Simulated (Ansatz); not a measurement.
GaN:
```
CELL_PARAMETERS angstrom
      3.21853     0.00000     0.00000
     -1.60927     2.78733     0.00000
      0.00000     0.00000     5.24321
ATOMIC_POSITIONS crystal
  Ga 0.66667 0.33333 0.49912
  Ga 0.33333 0.66667 0.99912
  N  0.66667 0.33333 0.87588
  N  0.33333 0.66667 0.37588
```

PBE in the plane-wave PAW code Ansatz gives a gap of 1.71 eV without spin–orbit coupling, maximum at Γ, minimum at Γ.

**Question.** What happens when spin–orbit coupling is switched on?

**Answer.** The gap is nearly the same, to 1.71 eV; maximum at Γ, minimum at Γ.

**Question.** Give the electron effective mass with spin–orbit coupling.

**Answer.** 0.14, 0.16, 0.16 mₑ (principal values).

**Question.** Give the hole effective mass with spin–orbit coupling.

**Answer.** 2.2 along z (mₑ).

Space group P6_3mc (wurtzite). Symmetry was held in the PBE relaxation.

Potentials: the earlier of the program's two PAW sets.
